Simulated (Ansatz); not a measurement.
## TiC: from a starting cell to a relaxed one

The start is a relaxed TiC cell, doubled along one cell vector, shaken by Gaussian noise of σ = 0.08 Å a coordinate. The cell and all atomic positions are relaxed at zero pressure with PBEsol (plane waves to 420 eV, PAW, scalar-relativistic; Ansatz, a program for electronic structure). The first steps use a coarse 9×9×3 k-mesh.

The start:
```
CELL_PARAMETERS angstrom
      3.01144     0.00000     0.00000
     -1.50572     2.60798     0.00000
      0.00000     0.00000    10.68388
ATOMIC_POSITIONS crystal
  Ti 0.04359 0.97737 0.99689
  Ti 0.00659 0.99983 0.51735
  Ti 0.05866 0.03166 0.25128
  Ti 0.98535 0.01223 0.73915
  C  0.32443 0.66222 0.11518
  C  0.30020 0.68061 0.63109
  C  0.70779 0.38771 0.36803
  C  0.69987 0.37178 0.87029
```

```yaml
energy_released: 0.13 eV/atom
Shortest distances (start → end): "The closest pairs of elements (up to four, under 3.6 Å), start → end: C–Ti 2.00 → 2.19 Å; Ti–Ti 2.37 → 2.67 Å; C–C 3.00 → 3.01 Å"
band_gap_at_the_end: no gap (metallic)
optimiser_moves: 6
```

It ends as:

```cif
data_C2Ti2
_chemical_formula_sum 'Ti2 C2'
_space_group_name_H-M_alt 'P63/mmc'
_space_group_IT_number 194
_space_group_name_Hall '-P 6c 2c'
_cell_length_a 3.01147
_cell_length_b 3.01147
_cell_length_c 5.34175
_cell_angle_alpha 90.000
_cell_angle_beta 90.000
_cell_angle_gamma 120.000
loop_
_atom_site_label
_atom_site_type_symbol
_atom_site_symmetry_multiplicity
_atom_site_Wyckoff_symbol
_atom_site_fract_x
_atom_site_fract_y
_atom_site_fract_z
_atom_site_occupancy
Ti1 Ti 2 a 0.00000 0.00000 0.00000 1
C1 C 2 c 0.33333 0.66667 0.25000 1
```

Final values are on a 18×18×9 k-mesh of the relaxed cell. The start holds a very short contact (Ti–C 2.00 Å). No spin polarisation in the result.

The relaxed structure here is a generated cell of TiC: the first start was made by placing the elements on the sites of a structure type, and the end was not matched to a known phase here, so it may be hypothetical. Known forms of TiC include space group No. 225.
